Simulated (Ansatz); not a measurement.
Li (bcc (W type), Im-3m) under volume change, the program Ansatz at the LDA level (PAW), scaled uniformly.

```json
[
 {"V (Å³/atom)": "17.303", "E − E(relaxed) (meV/atom)": "8.3", "P (GPa)": "1.66"},
 {"V (Å³/atom)": "17.874", "E − E(relaxed) (meV/atom)": "3.5", "P (GPa)": "1.03"},
 {"V (Å³/atom)": "18.444", "E − E(relaxed) (meV/atom)": "0.8", "P (GPa)": "0.48"},
 {"V (Å³/atom)": "19.014", "E − E(relaxed) (meV/atom)": "0.0", "P (GPa)": "0.00"},
 {"V (Å³/atom)": "19.585", "E − E(relaxed) (meV/atom)": "(withheld)", "P (GPa)": "(withheld)"},
 {"V (Å³/atom)": "20.155", "E − E(relaxed) (meV/atom)": "(withheld)", "P (GPa)": "(withheld)"},
 {"V (Å³/atom)": "20.726", "E − E(relaxed) (meV/atom)": "6.4", "P (GPa)": "-1.12"}
]
```

Question: Complete the blanks.

Answer: 
- 20.155, E − E(relaxed) (meV/atom): 3.0
- 20.155, P (GPa): -0.79
- 19.585, E − E(relaxed) (meV/atom): 0.8
- 19.585, P (GPa): -0.42

Question: What does a third-order Birch–Murnaghan fit give for V₀, B₀ and B′?

Answer: V₀ = 19.01 Å³/atom, B₀ = 15.1 GPa, B′ = 3.4.

Symmetry was held in the LDA relaxation.

Potentials: the earlier of the program's two PAW sets.
